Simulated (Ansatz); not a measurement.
Bi: distorted cells

Method: Ansatz, DFT PBEsol, scalar-relativistic, plane waves, PAW.

Cutoff 420 eV; k points 12×12×12 on the computed 2-atom cell (Γ-centred); Gaussian smearing, width 0.10 eV; no spin polarisation.

Reference cell:

```yaml
crystal:
  lattice:
    - [2.27300, 1.31232, 3.95400]
    - [-2.27300, 1.31232, 3.95400]
    - [0.00000, -2.62463, 3.95400]
  atoms:
    - { symbol: Bi, position: [0.23389, 0.23389, 0.23389] }
    - { symbol: Bi, position: [0.76611, 0.76611, 0.76611] }
```

Each variant moves atoms of this cell by the vectors given, if any (Å), and then applies a symmetric strain (tensor components, Cartesian axes). The reference cell isn't relaxed at this level. Energies are per atom at zero smearing, counted from the lowest variant. Pressure is positive in compression.

1. no strain; moves: Bi1 (0.000, 0.000, 0.150)
2. strain (xx yy zz yz xz xy, %) 2.76 2.76 1.26 0.00 0.00 0.00; moves: Bi1 (0.000, 0.000, -0.100); Bi2 (0.000, 0.000, 0.100)
3. no strain; moves: Bi2 (0.000, 0.375, 0.000)

| variant | ΔE (meV/atom) | P (GPa) | largest force (eV/Å) | gap on mesh (eV) | space group |
| --- | --- | --- | --- | --- | --- |
| 1 | 0.0 | -1.88 | 0.35 | 0 | R-3m |
| 2 | ? | ? | ? | ? | ? |
| 3 | 100.7 | 1.60 | 1.73 | 0 | C2/m |

**Question.** Give the withheld rows.

**Answer.**
```csv
variant,ΔE (meV/atom),P (GPa),largest force (eV/Å),gap on mesh (eV),space group
2,47.3,-1.36,0.66,0,R-3m
```

Spin-orbit coupling is left out, which matters for the bands of heavy elements.